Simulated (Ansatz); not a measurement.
The cell of Ti4C is invented: random cell by space group and Wyckoff sites (R-3m, No. 166). The dimensions are guesses.

```
CELL_PARAMETERS angstrom
2.32736 1.34370 3.60295
-2.32736 1.34370 3.60295
0.00000 -2.68740 3.60295
ATOMIC_POSITIONS crystal
Ti 0.00000 0.00000 0.50000
Ti 0.50000 0.00000 0.00000
Ti 0.00000 0.50000 0.00000
Ti 0.50000 0.50000 0.50000
C 0.00000 0.00000 0.00000
```

Theory: DFT PBE, scalar-relativistic, plane waves, PAW in Ansatz. Cutoff 420 eV, Gaussian smearing, Γ-centred meshes. Cell and atoms relax first on a coarse mesh and then on a finer one. In between, the cell is made exact in the group found at 0.06 Å. In metals the finer mesh still leaves noise of several meV/atom or more. The steps can't lower the symmetry of their start. No spin polarisation in the relaxation; trial moments died out in a coarse test.

A guess keeps its type if space group and coordination stay and the shape of the cell changes little (axis ratios within about 15 %, angles within 6°); the volume may change.

Q: Does it keep its structure type, or change into something else?

A: It doesn't keep its type. The symmetry goes from R-3m (No. 166) to Pm-3m (No. 221). The volume per atom grows by 11.9 %, from 13.5 to 15.1 Å³. The shortest distance goes from 2.25 Å (Ti–C) to 2.11 Å (Ti–C). Counting neighbours within 15 % of an atom's shortest distance, the start has C 6, Ti 6/8 and the end C 6, Ti 2/12. In detail, at the end Ti on a site of symmetry 4/mmm has 2 C at 2.11 Å and 12 Ti at 2.99 Å; Ti on a site of symmetry m-3m is surrounded by 12 Ti at 2.99 Å; C has 6 Ti at 2.11 Å.

```xyz
5
Lattice="4.2290 0.0000 0.0000 0.0000 4.2290 0.0000 0.0000 0.0000 4.2290" Properties=species:S:1:pos:R:3 pbc="T T T"
Ti    0.0000    2.1145    0.0000
Ti    0.0000    0.0000    2.1145
Ti    2.1145    0.0000    0.0000
Ti    2.1145    2.1145    2.1145
C     0.0000    0.0000    0.0000
```

The last run used a 10×10×10 mesh for its 5-atom cell and Gaussian smearing of 0.10 eV. Symmetry constrained the relaxation, so the result can be a saddle point.

In counts of neighbours, a slash parts the counts of unlike sites.
